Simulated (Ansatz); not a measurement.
**K$_{2}$AgBiBr$_{6}$ (Fm-3m), frozen normal mode**

Theory: DFT PBEsol, scalar-relativistic, plane waves, PAW in Ansatz. Cutoff 420 eV, Γ-centred 4×4×4 k-points, Gaussian smearing of 0.05 eV. Spin–orbit coupling is left out, which matters for the heavy elements here. No spin polarisation. Energies are free energies at this smearing, counted from the undisturbed cell; pressure is positive in compression.

Reference structure (relaxed at this level; it needn't be the usual structure):

```
K Ag Bi Br
1.0
     0.00000    5.56014    5.56014
     5.56014    0.00000    5.56014
     5.56014    5.56014    0.00000
K Ag Bi Br
2 1 1 6
Direct
  0.75000 0.75000 0.75000
  0.25000 0.25000 0.25000
  0.50000 0.50000 0.50000
  0.00000 0.00000 0.00000
  0.74563 0.25437 0.25437
  0.25437 0.25437 0.74563
  0.25437 0.74563 0.74563
  0.25437 0.74563 0.25437
  0.74563 0.25437 0.74563
  0.74563 0.74563 0.25437
```

A zone-centre mode of this cell is frozen in: each atom moves by x times its row below, so x is the largest displacement.
```
atom ux uy uz
  K1  -0.415  -0.415  -0.415
  K2  -0.415  -0.415  -0.415
 Ag3   0.577   0.577   0.577
 Bi4   0.363   0.363   0.363
 Br5   0.275  -0.468  -0.468
 Br6  -0.468  -0.468   0.275
 Br7   0.275  -0.468  -0.468
 Br8  -0.468   0.275  -0.468
 Br9  -0.468   0.275  -0.468
Br10  -0.468  -0.468   0.275
```

| x (Å) | ΔE (meV/cell) | force along the mode (eV/Å) | pressure (GPa) | gap on the mesh (eV) |
| --- | --- | --- | --- | --- |
| -0.2000 | 86.2 | 0.89 | -0.1 | 1.21 |
| -0.1000 | 21.0 | 0.42 | 0.0 | 1.10 |
| 0.0000 | 0.0 | 0.00 | 0.0 | 1.07 |
| 0.0250 | 1.3 | -0.10 | 0.0 | 1.07 |
| 0.0500 | ? | -0.21 | 0.0 | 1.08 |
| 0.0750 | 11.8 | -0.32 | 0.0 | 1.09 |
| 0.1250 | 33.0 | ? | 0.0 | ? |
| 0.1500 | 47.8 | -0.65 | -0.1 | 1.15 |
| 0.1750 | 65.5 | -0.77 | -0.1 | 1.18 |

By symmetry 0.2000 repeats -0.2000, -0.1500 repeats 0.1500, 0.1000 repeats -0.1000, -0.0500 repeats 0.0500 in energy; the slope of the energy along the path changes sign there.

Problem. Give the withheld values.

Solution. ΔE (meV/cell) at x (Å) = 0.0500: 5.2; force along the mode (eV/Å) at x (Å) = 0.1250: -0.53; gap on the mesh (eV) at x (Å) = 0.1250: 1.13.

Cost: 9 runs of about 3.9 core-minutes in all, on Arm Neoverse V1 (shared hosts).